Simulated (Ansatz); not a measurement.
Simulated powder pattern, Cu Kα, λ = 1.54184 Å (kinematic, ideal powder, no thermal factors, no anomalous dispersion; the 30 strongest lines at most, above 1 %, up to 2θ = 90°):

```
2θ (°)  d (Å)  I/Imax (%)
------  -----  ----------
40.77   2.213         100
59.02   1.565          16
74.21   1.278          33
88.31   1.107          11
```

The pattern belongs to a structure relaxed with the program Ansatz at the PBE+D3(BJ) level (PAW).

Question: Which compound is it?
A. P, black phosphorus
B. Eu, bcc (W type)
C. Na, bcc (W type)
D. Mo, bcc (W type)

Answer: D, Mo, bcc (W type)

Question: Give the lattice parameters.

Answer: a = 3.130 Å.

Space group Im-3m (bcc (W type)). Symmetry was held in the PBE+D3(BJ) relaxation. No spin polarisation was allowed. The pairwise dispersion correction was not fitted to metals.

Potentials: the later of the program's two PAW sets.
